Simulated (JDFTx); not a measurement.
TiTe2(0001) slab cut from bulk TiTe2 (space group P-3m1, indices of the conventional cell, lattice of the Materials Project entry mp-1907, not re-optimised): 6 atoms in 6 planes, a 1x1 cell of 12.67 Å² (|a| = 3.824, |b| = 3.824 Å), 10.2 Å between the outermost planes, Te outermost, slab composition Ti2Te4, cell height 26.1 Å, 6×6×1 k mesh, Fermi smearing 0.01 Ha, no spin polarisation. Whether this polymorph is the ambient one wasn't checked. Neither spin polarisation nor a larger cell was tried.

Computed with JDFTx (a modified build): PBE, GBRV ultrasoft potentials, plane waves to 20/100 Ha. Liquid on both sides: CANDLE, acetonitrile, 1 M KF; nuclei fixed. At negative charge CANDLE's numbers also depend on the cell height, by up to tenths of a volt.

Charging data:

```json
[
 {"U − U_pzc (V)": "-0.61", "σ (μC/cm²)": "-4.46"},
 {"U − U_pzc (V)": "0.00", "σ (μC/cm²)": "0.00"},
 {"U − U_pzc (V)": "0.29", "σ (μC/cm²)": "2.43"}
]
```

A calculation by hand: a check of Lippmann's equation. The grand free energy per area against the neutral slab, Δγ = [F(N) − F(N₀) − μ(N − N₀)]/2A, is taken from the total energies of the same runs.

| U − U_pzc (V) | Δγ (mJ/m²) |
|---|---|
| -0.61 | -14.0 |
| 0.00 | 0.0 |
| 0.29 | -3.5 |

Δγ is largest at zero charge and falls away from it, as dγ/dU = −σ demands. At -0.61 V the computed -14.0 mJ/m² stands beside -13.6 mJ/m² from the constant-capacitance formula.
